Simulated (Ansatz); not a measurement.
The start is a relaxed Si2W cell, doubled along one cell vector, shaken by Gaussian noise of σ = 0.08 Å a coordinate. The structure is fully relaxed (lattice and positions, P = 0) with PBE (plane waves to 420 eV, PAW, scalar-relativistic; Ansatz, a first-principles code). The first steps use a coarse 4×7×3 k-mesh.

Initial structure:
```
CELL_PARAMETERS angstrom
      6.75472     0.00000     0.00000
      0.00000     3.37736     0.00000
      0.00000     0.00000     7.63508
ATOMIC_POSITIONS crystal
  Si 0.99096 0.01919 0.99952
  Si 0.51187 0.02960 0.99706
  Si 0.24977 0.51995 0.01276
  Si 0.75087 0.49956 0.01225
  Si 0.25699 0.99587 0.39549
  Si 0.76187 0.00923 0.39468
  Si 0.99938 0.53012 0.59407
  Si 0.47757 0.48503 0.58340
  W  0.23687 0.99579 0.75286
  W  0.74862 0.04975 0.74919
  W  0.01239 0.51169 0.24279
  W  0.48898 0.50691 0.25869
```

```json
{
  "initial_pressure": "+3 GPa (positive: the cell is compressed)",
  "largest_initial_force": "about 3.1 eV/Å, on W11 (atoms numbered as listed)",
  "energy_released": "0.09 eV/atom",
  "band_gap_at_the_end": "no gap (metallic)",
  "optimiser_moves": "8"
}
```

It ends as:

```cif
data_Si4W2
_chemical_formula_sum 'Si4 W2'
_space_group_name_H-M_alt 'P4/nmm :1'
_space_group_IT_number 129
_space_group_name_Hall 'P 4ab 2ab -1ab'
_cell_length_a 3.37743
_cell_length_b 3.37743
_cell_length_c 7.63509
_cell_angle_alpha 90.000
_cell_angle_beta 90.000
_cell_angle_gamma 90.000
loop_
_space_group_symop_operation_xyz
  'x, y, z'
  '-y+1/2, x+1/2, z'
  '-x, -y, z'
  'y+1/2, -x+1/2, z'
  'x+1/2, -y+1/2, -z'
  '-y, -x, -z'
  '-x+1/2, y+1/2, -z'
  'y, x, -z'
  '-x+1/2, -y+1/2, -z'
  'y, -x, -z'
  'x+1/2, y+1/2, -z'
  '-y, x, -z'
  '-x, y, z'
  'y+1/2, x+1/2, z'
  'x, -y, z'
  '-y+1/2, -x+1/2, z'
loop_
_atom_site_label
_atom_site_type_symbol
_atom_site_symmetry_multiplicity
_atom_site_Wyckoff_symbol
_atom_site_fract_x
_atom_site_fract_y
_atom_site_fract_z
_atom_site_occupancy
Si1 Si 2 a 0.00000 0.00000 0.00000 1
Si2 Si 2 c 0.50000 0.00000 0.40280 1
W1 W 2 c 0.00000 0.50000 0.25248 1
```

Final values are on a 14×14×6 k-mesh of the relaxed cell. No spin polarisation in the result.

The relaxed structure here is a generated cell of Si2W: the first start was made by placing the elements on the sites of a structure type, and the end was not matched to a known phase here, so it may be hypothetical. Known forms of Si2W include space group No. 139.
